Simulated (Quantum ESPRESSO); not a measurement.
## Calculated data, ZrTi₂O₄F₄ (made-up cell, one site empty)

All values are calculated (Quantum ESPRESSO 7.5). Calculation on a made-up crystal cell, not a measurement, run twice, once with a planted mistake found by running each candidate: periodic Kohn-Sham density functional theory in plane waves with PseudoDojo standard norm-conserving scalar-relativistic pseudopotentials, each functional with its own files (v0.5 for PBE, v0.4.1 for LDA and PBEsol), no spin polarisation, no spin-orbit coupling, atoms not relaxed, stress positive in tension, energies less a fixed whole-eV offset for each atom's element; levels are Kohn-Sham levels at fractions of this cell's reciprocal vectors, counted from the reference band (half the neutral cell's valence electrons, rounded up) at Gamma; error bars cover cutoff and k-mesh only, not smearing or the files; each bar is the largest change over components, and at least 0.002 eV, 0.002 eV per angstrom or 0.02 GPa; a charged cell sits in a uniform background, with energy and stress on this program's zero of potential; no dispersion term; energies are for the whole cell, and the offsets were chosen from early runs and are not element reference energies; a distance is the largest change of any value in units of its error bar (the energy's for the smearing term), a scale change is of lengths, and a coarse mesh keeps the half-step shift.

```cif
# cell vector a (Å): 4.7211 0.0056 0.0648
# cell vector b (Å): 0.0056 4.8482 0.0183
# cell vector c (Å): 0.0648 0.0183 4.8177
data_ZrTi2O4F4
_symmetry_space_group_name_H-M 'P 1'
_symmetry_Int_Tables_number 1
_cell_length_a 4.7215
_cell_length_b 4.8482
_cell_length_c 4.8182
_cell_angle_alpha 89.565
_cell_angle_beta 88.443
_cell_angle_gamma 89.863
_cell_volume 110.25
loop_
_atom_site_label
_atom_site_type_symbol
_atom_site_fract_x
_atom_site_fract_y
_atom_site_fract_z
_atom_site_occupancy
Ti1 Ti 0.02145 0.98782 0.01215 1
Zr1 Zr 0.49096 0.02476 0.50936 1
Ti2 Ti 0.49703 0.51303 0.01999 1
O1 O 0.22578 0.24504 0.24810 1
O2 O 0.25736 0.25499 0.75523 1
F1 F 0.24467 0.75522 0.26650 1
F2 F 0.25571 0.73945 0.73041 1
F3 F 0.72713 0.26126 0.26791 1
F4 F 0.74581 0.25063 0.74946 1
O3 O 0.73997 0.75910 0.25111 1
O4 O 0.77739 0.74123 0.73924 1
_calc_lattice_type 'fluorite'
_calc_empty_site 2
_calc_intended_functional 'pbe'
_calc_intended_cutoff 1143  # eV
_calc_intended_fermi_dirac_smearing 0.025  # eV
_calc_intended_scf_tolerance 1e-07  # eV
_calc_intended_electrons_removed 0
_calc_healthy_free_energy_less_offsets 18.203  # eV
_calc_healthy_scf_iterations 18
_calc_healthy_smearing_term_minus_ts 0  # eV
_calc_healthy_pressure 17.06  # GPa
_calc_healthy_stress_xx -21.4  # GPa
_calc_healthy_stress_yy -12.15  # GPa
_calc_healthy_stress_zz -17.63  # GPa
_calc_healthy_stress_yz 0.33  # GPa
_calc_healthy_stress_xz 2.83  # GPa
_calc_healthy_stress_xy 10.98  # GPa
_calc_healthy_reference_band 44
_calc_faulty_free_energy_less_offsets 17.798  # eV
_calc_faulty_scf_iterations 23
_calc_faulty_smearing_term_minus_ts 0  # eV
_calc_faulty_pressure 4.96  # GPa
_calc_faulty_stress_xx -9.09  # GPa
_calc_faulty_stress_yy -0.52  # GPa
_calc_faulty_stress_zz -5.28  # GPa
_calc_faulty_stress_yz 0.57  # GPa
_calc_faulty_stress_xz 2.49  # GPa
_calc_faulty_stress_xy 10.83  # GPa
_calc_faulty_reference_band 44
_calc_candidate_k_points_along_each_vector 1
_calc_candidate_cutoff 828  # eV
_calc_candidate_smearing 0.57  # eV
_calc_candidate_functional 'pbesol'
_calc_candidate_scf_tolerance 0.4  # eV
_calc_candidate_electrons_removed -1
_calc_candidate_scale_change 1.79  # percent
_calc_candidate_first_exchanged_site 6
_calc_candidate_second_exchanged_site 7
_calc_intended_k_mesh '5 x 5 x 5, shifted by half a step'
_calc_structure_shown 'as intended, without the mistake'
_calc_fault_kind 'cell scaled'
_calc_other_mistakes_compared 7
_calc_distance_from_healthy 359.4  # error bars
_calc_distance_from_nearest_other_mistake 533.6  # error bars
_calc_healthy_error_bar_energy 0.002988  # eV
_calc_healthy_error_bar_stress 0.03435  # GPa
_calc_healthy_error_bar_force 0.004225  # eV/angstrom
_calc_healthy_error_bar_next_band_up 0.002  # eV
```

Atoms:
```
atoms element  atom site  atom energy offset (eV)
           Ti          1                    -1614
           Zr          3                    -1377
           Ti          4                    -1614
            O          5                     -452
            O          6                     -452
            F          7                     -677
            F          8                     -677
            F          9                     -677
            F         10                     -677
            O         11                     -452
            O         12                     -452
```

Healthy forces:
```
site  x (eV/Å)  y (eV/Å)  z (eV/Å)
   1    -1.604     0.333    -0.936
   3     0.449    -1.551     0.865
   4     1.687     0.236    -0.943
   5     0.214     -0.18    -1.535
   6    -0.927    -0.393     2.113
   7    -0.641    -1.074     -1.68
   8    -0.171    -0.419     2.581
   9     1.471      1.51    -2.314
  10     1.283     0.463     2.155
  11    -0.186      0.15    -2.518
  12    -1.575     0.925     2.212
```

Healthy levels:
```
level k point  next band up (eV)
        Gamma              0.454
(1/2,1/2,1/2)               0.57
   (0.15,0,0)              0.501
   (0,0.15,0)                0.5
   (0,0,0.15)              0.507
```

Faulty forces:
```
site  x (eV/Å)  y (eV/Å)  z (eV/Å)
   1    -1.315     0.299    -0.714
   3     0.358    -1.122     0.842
   4     1.619     0.233    -0.751
   5     0.417    -0.534    -1.578
   6     -0.49    -0.803     1.889
   7    -0.426    -0.763    -1.737
   8     0.052    -0.088     2.421
   9     0.955      1.15    -2.027
  10     0.875     0.204     1.915
  11    -0.408     0.353    -2.482
  12    -1.636     1.069     2.223
```

Faulty levels:
```
level k point  next band up (eV)
        Gamma              0.405
(1/2,1/2,1/2)                0.5
   (0.15,0,0)              0.447
   (0,0.15,0)              0.446
   (0,0,0.15)              0.444
```

Candidate mistake: coarse kmesh, low cutoff, wide smearing, wrong functional, loose scf, wrong charge, cell scaled, atoms exchanged
